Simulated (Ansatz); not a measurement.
PtCl₂:
```
PtCl2
1.0
    3.46593     0.00000     0.00000
    0.00000    10.59490     0.00000
    0.00000     0.00000     3.40844
Pt Cl
2 4
Direct
  0.00000   0.00000   0.50000
  0.50000   0.50000   0.00000
  0.93841   0.85811   0.00000
  0.06159   0.14189   0.00000
  0.43841   0.64189   0.50000
  0.56159   0.35811   0.50000
```

x, y and z are the axes in which the lattice vectors are written.

Question: Give the high-frequency dielectric tensor and the Born effective charge tensors of the independent atoms from DFPT, LDA (plane waves, PAW; program Ansatz).

Answer: 
ε∞:
```
4.75  0.00  0.00
0.00  5.94  0.00
0.00  0.00  8.11
```
Z* of atom 1 (Pt), rows: field, columns: displacement, in e:
```
0.14  0.01  0.00
0.16  0.62  0.00
0.00  0.00  2.51
```
Z* of atom 3 (Cl), rows: field, columns: displacement, in e:
```
-0.07   0.03   0.00
-0.01  -0.31   0.00
 0.00   0.00  -1.26
```

Static charges for comparison (Bader): Pt1 +0.50, Cl3 -0.25 e. Born charges measure polarisation by displacement and can exceed these by far.

Space group Pnnm. The first step of the workflow began from a Materials Project structure, measured or hypothetical; the Crystallography Open Database copy checked does not list it. COD files the formula under space group No. 166, so this cell is another polymorph or a model. Its standing as an ambient phase is unchecked. The LDA relaxation kept the symmetry of its start; its stability against distortions is not shown here. The run is not spin-polarised. A crystal of weakly bound chains computed without a dispersion correction: the cell and the soft elastic constants depend strongly on that. Spin–orbit coupling is left out wherever it is not named.

Potentials: the later of the program's two PAW sets.
